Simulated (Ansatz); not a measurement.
The relaxed structure here is a generated cell of CdGeAs2: the first start was made by a random draw of sites in a space group, and the end was not matched to a known phase here, so it may be hypothetical.

A relaxed cell of CdGeAs$_{2}$ (P4₂/mmc (No. 131)), relaxed on a k-mesh at least as fine as the one used below. Method: PBE (plane waves to 420 eV, PAW, scalar-relativistic; Ansatz, a program for electronic structure). Γ-centred k-mesh 5×5×3 on the run's cell (coarser than for final values), Fermi–Dirac smearing 0.05 eV.

```yaml
crystal:
  lattice:
    - [5.25210, 0.00000, 0.00000]
    - [0.00000, 5.25210, 0.00000]
    - [0.00000, 0.00000, 10.36259]
  atoms:
    - { symbol: As, position: [0.50000, 0.50000, 0.00000] }
    - { symbol: As, position: [0.50000, 0.50000, 0.50000] }
    - { symbol: As, position: [0.50000, 0.00000, 0.00000] }
    - { symbol: As, position: [0.00000, 0.50000, 0.50000] }
    - { symbol: Cd, position: [0.00000, 0.50000, 0.00000] }
    - { symbol: Cd, position: [0.50000, 0.00000, 0.50000] }
    - { symbol: Ge, position: [0.50000, 0.50000, 0.75000] }
    - { symbol: Ge, position: [0.50000, 0.50000, 0.25000] }
```

The atoms are displaced by (Å):

| atom | ux | uy | uz |
|---|---|---|---|
| As1 | 0.020 | 0.032 | -0.039 |
| As2 | 0.041 | 0.011 | -0.001 |
| As3 | 0.033 | -0.017 | 0.071 |
| As4 | 0.011 | -0.099 | -0.074 |
| Cd5 | -0.098 | -0.036 | -0.068 |
| Cd6 | 0.130 | -0.111 | 0.046 |
| Ge7 | -0.096 | 0.092 | -0.007 |
| Ge8 | -0.071 | 0.011 | 0.045 |

Task: What forces (eV/Å) and pressure result?

Result: 
| atom | Fx | Fy | Fz |
|---|---|---|---|
| As1 | -0.95 | 0.15 | 0.29 |
| As2 | 0.04 | -0.74 | 0.10 |
| As3 | 0.05 | -0.16 | 0.10 |
| As4 | 0.17 | -0.40 | -0.15 |
| Cd5 | 1.07 | -0.13 | -0.04 |
| Cd6 | 0.10 | 1.12 | 0.07 |
| Ge7 | -0.27 | 0.14 | -0.07 |
| Ge8 | -0.21 | 0.02 | -0.28 |

Pressure 0.0 GPa.

The undisplaced cell is probably no minimum: from this displacement the run went on to P1 (No. 1), 0.78 eV/atom below it.

No spin polarisation in the result.
